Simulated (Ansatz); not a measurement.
NbAs in space group P6/mmm (No. 191; Nb on 3f, As on 1a, As on 2d) under volume change, PBE in the plane-wave PAW code Ansatz, shape and atoms relaxed at each volume.

```csv
V (Å³/atom),E − E(relaxed) (meV/atom),P (GPa)
17.931,80.6,15.84
18.522,33.8,9.68
19.113,8.0,4.45
19.704,0.0,0.00
20.295,(withheld),(withheld)
20.886,(withheld),(withheld)
21.477,58.1,-9.70
```

**Question.** What belongs in the gaps?

**Answer.** 
- 20.295, E − E(relaxed) (meV/atom): 7.2
- 20.295, P (GPa): -3.78
- 20.886, E − E(relaxed) (meV/atom): 27.2
- 20.886, P (GPa): -6.98

**Question.** What does a third-order Birch–Murnaghan fit give for V₀, B₀ and B′?

**Answer.** V₀ = 19.70 Å³/atom, B₀ = 136 GPa, B′ = 4.4.

A made-up cell: these elements were put on the sites of a structure type; neither database checked (COD, Materials Project) lists it. COD files the formula under space group No. 109, so this cell is another polymorph or a model. Its standing as an ambient phase is unchecked. The cell was relaxed with PBE under the symmetry of its start; its stability against distortions is not shown here. No spin polarisation was allowed. Scalar-relativistic: spin–orbit coupling is off unless named, which matters more the heavier the elements.

Potentials: the later of the program's two PAW sets.
